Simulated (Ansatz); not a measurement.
## Structure relaxation, NbSi₂

The start is a generated cell, NbSi2 placed in the MoSi2 structure type. Cell shape, volume and atoms are optimised at zero target pressure with r2SCAN (plane waves to 500 eV, PAW, scalar-relativistic; Ansatz, a quantum-chemistry and plane-wave program). First-step values are on the input's coarse k-mesh.

Ansatz input (later rounds restart from its end on a renewed k-mesh):
Ansatz 0.2 input:
```yaml
crystal:
  lattice:
    - [-1.635272, 1.635272, 4.002396]
    - [1.635272, -1.635272, 4.002396]
    - [1.635272, 1.635272, -4.002396]
  atoms:
    - { symbol: Nb, position: [0, 0, 0] }
    - { symbol: Si, position: [0.3353, 0.3353, 0] }
    - { symbol: Si, position: [0.6647, 0.6647, 0] }
basis: { ecutwfc: 500, ecutrho_ratio: 4, xc_grid: 4, fft_grid_basis: typed }
kpoints: { mp_grid: { grid: [10, 10, 10] } }
hamiltonian:
  xc: r2scan
  dispersion: none
  pseudopotentials: { kind: paw }
scf: { occupations: { method: fermi_dirac, width: 0.05 } }
relax: { f_tol: 0.01, max_steps: 100, cell: { stress_tol: 0.02 } }
output: { forces: true, stress: true }
```

- Initial pressure: +6 GPa (positive: the cell is compressed)
- Largest initial force: about 0.3 eV/Å, on Si2, Si3 (atoms numbered as listed)
- Energy released: 0.02 eV/atom
- Volume change: +2.6 %, from 14.27 to 14.65 Å³/atom
- Band gap at the end: zero (metallic)
- Optimiser moves: 7

Relaxed structure:

Space group I4/mmm (No. 139); a = 3.2715 Å, b = 3.2715 Å, c = 8.2117 Å, α = 90.00°, β = 90.00°, γ = 90.00°

```json
[
 {"atom": "Nb", "site": "2a", "symmetry": "4/mmm", "x": "0.0000", "y": "0.0000", "z": "0.0000"},
 {"atom": "Si", "site": "4e", "symmetry": "4mm", "x": "0.0000", "y": "0.0000", "z": "0.3312"}
]
```
(The calculation used a cell of 3 atoms; values per cell refer to that cell.)

Final values are on a 20×20×20 k-mesh of the relaxed cell. No spin polarisation in the result. The relaxed primitive cell holds an odd number of electrons. A magnetic state may lie lower.

The run could not lose the symmetry of its start: the end is stationary, and may be a saddle point rather than a minimum.

The relaxed structure here is a generated cell of NbSi2: the first start was made by placing the elements on the sites of a structure type, and the end was not matched to a known phase here, so it may be hypothetical. Known forms of NbSi2 include space group No. 180.
